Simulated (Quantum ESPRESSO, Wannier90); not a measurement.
# LiTaF$_{6}$ (R-3), plane waves to Wannier functions

```xyz
8
Lattice="-2.5847 4.4768 0.0000 -5.1693 0.0000 0.0000 -2.5847 1.4923 4.5260" Properties=species:S:1:pos:R:3 pbc="T T T"
Li    -5.1693     2.9845     2.2630
Ta     0.0000     0.0000     0.0000
F      0.9936    -1.2043     1.1042
F     -0.9936     1.2043    -1.1042
F     -1.5397    -0.2583     1.1042
F      1.5397     0.2583    -1.1042
F      0.5461     1.4626     1.1042
F     -0.5461    -1.4626    -1.1042
```

Cell from Materials Project (mp-1080679), symmetrised, no further relaxation. Not found in the COD (Crystallography Open Database) copy used; not checked further. Level: PBEsol, no spin polarisation, no spin-orbit coupling; pw.x of Quantum ESPRESSO at 68 Ry with PseudoDojo potentials, 4×4×4 k-points, Wannier90. Density: 8×8×8 mesh, cold smearing 0.01 Ry. Spin-orbit coupling is left out although heavy elements are present.

Base run: 23 functions from bands 12-51 of the 51 computed, start hydrogen-like Ta: d; F: p, centres 0.05 Å off the atoms, frozen window up to 7.96 eV relative to the valence-band maximum, outer window open. Rows change the key named; with other orbitals the number of functions and the frozen window follow, as listed; window edges are relative to the valence-band maximum. The misfit compares interpolated bands with pw.x on a high-symmetry path, for states up to 7.5 eV relative to the valence-band maximum. Converged means that the tolerances were met: symmetric starts can stop on a saddle, which shows as a larger Ω_OD at equal Ω_I and can move the misfit too.

Rows with other orbitals or bands describe another subspace, so their Ω_I can't be set against the base's. Runs that didn't settle are not listed.

| setting | orbitals | bands | functions | frozen to (eV) | Ω_I (Å²) | Ω_D (Å²) | Ω_OD (Å²) | rms misfit (meV) | worst (meV) | ended |
|---|---|---|---|---|---|---|---|---|---|---|
| base | Ta d, F p | 12-51 | 23 | 7.96 | 14.73 | 0.00 | 0.13 | 0.2 | 0.7 | converged |
| num_iter = 0 (projection only), orbitals on the atoms | Ta d, F p | 12-51 | 23 | 7.96 | 14.73 | 0.00 | 0.15 | 0.2 | 0.8 | no minimisation |
| start: the same orbitals exactly on the atoms | Ta d, F p | 12-51 | 23 | 7.96 | 14.73 | 0.00 | 0.13 | 0.2 | 0.7 | converged |
| atomic waves with projectability windows 0.01 and 0.95 | Li 2s, Ta 5d, Ta 6s, F 2p | 12-51 | 25 | 7.96 | 19.52 | 0.00 | 0.56 | 0.2 | 1.3 | converged |
| start: SCDM erfc with a higher mu, no disentanglement steps | Li 2s, Ta 5d, Ta 6s, F 2p | 12-51 | 25 | none | 27.27 | 0.75 | 3.44 | 2.5 | 33 | converged |
